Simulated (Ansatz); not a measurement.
A relaxed cell of SnPb5S6 is given with its symmetry left out. The cell was found from a structure generator's guess, not taken from experiment.

All numbers below come from Ansatz 0.2.0, DFT PBE, scalar-relativistic, plane waves, PAW. Cutoff 420 eV, Γ-centred mesh, Gaussian smearing, no spin polarisation.

```cif
data_structure
_symmetry_space_group_name_H-M 'P 1'
_symmetry_Int_Tables_number 1
_cell_length_a 4.2325
_cell_length_b 4.2325
_cell_length_c 17.9545
_cell_angle_alpha 90.000
_cell_angle_beta 90.000
_cell_angle_gamma 90.000
_cell_volume 321.63
loop_
_atom_site_label
_atom_site_type_symbol
_atom_site_fract_x
_atom_site_fract_y
_atom_site_fract_z
_atom_site_occupancy
Sn1 Sn 0.00000 0.00000 0.50000 1
Pb1 Pb 0.00000 0.00000 0.16759 1
Pb2 Pb 0.50000 0.50000 0.33499 1
Pb3 Pb 0.50000 0.50000 0.66501 1
Pb4 Pb 0.00000 0.00000 0.83241 1
Pb5 Pb 0.50000 0.50000 0.00000 1
S1 S 0.00000 0.00000 0.00000 1
S2 S 0.50000 0.50000 0.16715 1
S3 S 0.00000 0.00000 0.33682 1
S4 S 0.50000 0.50000 0.50000 1
S5 S 0.00000 0.00000 0.66318 1
S6 S 0.50000 0.50000 0.83285 1
```

The zero of energy is the elements' standard structures at the same level; no fitted shifts are applied. The references include grey tin.

Question: What space group does it have?

Answer: P4/mmm (No. 123), with Sn and Pb ordered on rock salt sites. Conventional cell: a = 4.232 Å, c = 17.954 Å. Around Sn lie 6 S at 2.93–2.99 Å; Pb on a site of symmetry 4mm has 6 S at 2.99–3.04 Å; Pb on a second site of symmetry 4mm is surrounded by 6 S at 2.96–3.01 Å; around S on a site of symmetry 4/mmm lie 6 Pb at 2.99–3.01 Å; 4 more sites not described.

Question: How far does it lie from the elements in energy?

Answer: −0.524 eV/atom. It lies below the elements, which doesn't yet make it stable against other compounds or structures.

Question: Is it a metal?

Answer: No, the gap on the 8×8×2 mesh is 0.12 eV.

The last run used an 8×8×2 mesh (in the run's order of axes) for its 12-atom cell and Gaussian smearing of 0.01 eV. Spin–orbit coupling, which can matter for Pb, is left out. Kohn–Sham gaps at this level usually fall short of measured ones. The missing spin–orbit coupling can work the other way here. The reference form of S is held partly by dispersion forces, which this level lacks. Small gaps are read on the mesh alone, and bands can cross between its points. A later test with randomly moved atoms ended 2 meV/atom lower on a coarse mesh, in Pm at a loose tolerance, which is no clear verdict on its stability.
